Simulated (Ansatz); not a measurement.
Data:

C:
Space group P4₃2₁2 (No. 96); a = 3.8023 Å, b = 3.8023 Å, c = 4.6812 Å, α = 90.00°, β = 90.00°, γ = 90.00°

```
atom  site  symmetry       x       y       z
----  ----  --------  ------  ------  ------
C       4a       ..2  0.4243  0.4243  0.0000
C       8b         1  0.3333  0.1209  0.2164
```

This is the PBE-relaxed structure.

Problem. All from PBE (plane waves, PAW; program Ansatz), unless another level is named. Give the smallest direct gap on the standard path.

Solution. 5.48 eV.

Problem. Next, the conduction-band minimum?

Solution. at Γ.

Problem. Predict the valence-band maximum.

Solution. on the M–Γ line, 40 % of the way from M.

Space group P4_32_12. The start of the workflow was typed in or built on a structure type; neither database checked (COD, Materials Project) lists it. It is not the phase usual at ambient conditions (space group No. 194, 227). Symmetry was held in the PBE relaxation; its stability against distortions is not shown here. The volume moved by 16 % from the start of the relaxation.

Potentials: the earlier of the program's two PAW sets.
